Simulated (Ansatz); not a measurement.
## KNb6S8: ⁴¹K nuclear quadrupole resonance

Cell: a computed structure from the Materials Project (it need not be an observed phase), atoms as given.

Space group P-3 (No. 147); a = 9.7340, c = 3.4128 Å, γ = 120.00°.

```
site  Wyckoff  site symmetry       x       y       z
   K       1b           -3..  0.0000  0.0000  0.5000
  Nb       6g              1  0.6230  0.5136  0.2507
  S8       2d            3..  0.3333  0.6667  0.2494
 S10       6g              1  0.9420  0.6547  0.2482
```

One atom of each set is listed.

All values are calculated (Ansatz; DFT, PBE, plane waves and PAW, scalar-relativistic, 420 eV cutoff, Γ-centred 4×4×9 k-points, Fermi–Dirac smearing 0.05 eV), not measured.

⁴¹K: I = 3/2, Q = 73.40 mb (year-2017 value). Static lattice, zero field.

**Question.** Predict the zero-field ⁴¹K lines of each site.

**Answer.** For I = 3/2 there is one line, ν = (|C_Q|/2)(1 + η²/3)^½.

| site | atoms | V_zz (10²¹ V/m²) | C_Q (MHz) | η | line frequencies (MHz) |
| --- | --- | --- | --- | --- | --- |
| K | 1 | 3.97 | 7.05 | 0.00 | 3.53 |

**Question.** And for K-39 (I = 3/2, Q = 60.30 mb) on K?

**Answer.** C_Q scales with Q to 5.80 MHz, with lines at 2.90 MHz.

An axis of threefold or higher order runs through K, so V_zz lies along it and η is zero.

The run finds no gap above 0.1 eV (a metal, or nearly one), so the gradients can move by 10 % or more with the k-mesh.
